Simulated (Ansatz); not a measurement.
CsCdBr3:
```
CELL_PARAMETERS angstrom
      7.42288     0.00000     0.00000
     -3.71144     6.42840     0.00000
      0.00000     0.00000     6.52306
ATOMIC_POSITIONS crystal
  Cs 0.33333 0.66667 0.75000
  Cs 0.66667 0.33333 0.25000
  Cd 0.00000 0.00000 0.00000
  Cd 0.00000 0.00000 0.50000
  Br 0.17032 0.82968 0.25000
  Br 0.82968 0.17032 0.75000
  Br 0.34064 0.17032 0.75000
  Br 0.65936 0.82968 0.25000
  Br 0.17032 0.34064 0.25000
  Br 0.82968 0.65936 0.75000
```

Relaxed with LDA. Special points in fractions of this cell's reciprocal vectors: Γ (0.000, 0.000, 0.000); M (0.500, 0.000, 0.000); K (0.333, 0.333, 0.000); A (0.000, 0.000, 0.500); L (0.500, 0.000, 0.500); H (0.333, 0.333, 0.500).

List the band energies nearest the valence-band maximum at these points for the program Ansatz at the LDA level (PAW).

In eV from the valence-band maximum; about four levels below and three above (degenerate sets whole), none deeper than 8.9 eV; points with the same levels are listed once.

| k | below | above |
|---|---|---|
| Γ | -0.48 -0.48 -0.26 0.00 0.00 | 2.70 3.35 4.90 |
| M | -0.73 -0.65 -0.61 -0.01 | 3.57 4.15 5.39 |
| K | -0.66 -0.66 -0.63 -0.63 | 3.55 4.38 6.07 6.07 |
| A | -0.29 -0.29 -0.29 -0.29 | 3.19 3.19 5.14 5.14 5.14 5.14 |
| L | -0.65 -0.65 -0.35 -0.35 | 4.03 4.03 5.82 5.82 |
| H | -0.64 -0.64 -0.55 -0.55 | 4.16 4.16 6.09 6.09 |

Space group P6_3/mmc. The workflow started from a Materials Project entry (that database holds measured and hypothetical structures alike); the Crystallography Open Database files this formula in space group No. 194, but the cells were not matched. Whether it is the stable phase at ambient conditions was not checked. Symmetry was held in the LDA relaxation; phonons on a q-mesh show no instability. Spin–orbit coupling is left out wherever it is not named.

Potentials: the later of the program's two PAW sets.
